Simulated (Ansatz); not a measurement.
Values for one crystal, relaxed and computed with PBEsol in the plane-wave PAW code Ansatz; other levels are named.

Volume per atom: 10.21 Å³
Band gap: 3.38 eV (indirect)
Conduction-band minimum: at Γ
Electronic dielectric constant ε∞ (DFPT): 3.27 (xx = yy), 3.53 (zz)
Elastic constants (relaxed ions, GPa): C11 = 298, C12 = 133, C13 = 76.9, C33 = 297, C44 = 99.7, C66 = 158
Electron effective mass: 0.50, 0.63, 0.63 mₑ (principal values)
Bulk modulus (Birch–Murnaghan fit): 162 GPa

Question: Pick the material that matches.
A) LiF, P6_3/mmc (Li on 2d, F on 2c)
B) FeBiO3, R-3 (Bi on 6c, Fe on 3a, Fe on 3b, O on 18f)
C) CaAlO2F, P4/mmm (Ca on 1d, Al on 1a, O on 2f, F on 1b)
D) GdScO3, cubic perovskite

Answer: C, CaAlO2F, P4/mmm (Ca on 1d, Al on 1a, O on 2f, F on 1b)

The start of the workflow was typed in or built on a structure type; neither database checked (COD, Materials Project) lists it. Its standing as an ambient phase is unchecked. Symmetry was held in the PBEsol relaxation. At this level the phase is dynamically unstable (imaginary phonons).

Potentials: the earlier of the program's two PAW sets. The files were generated under PBE; for other functionals the program regenerates the frozen cores, and for LDA and PBEsol the local potential too.
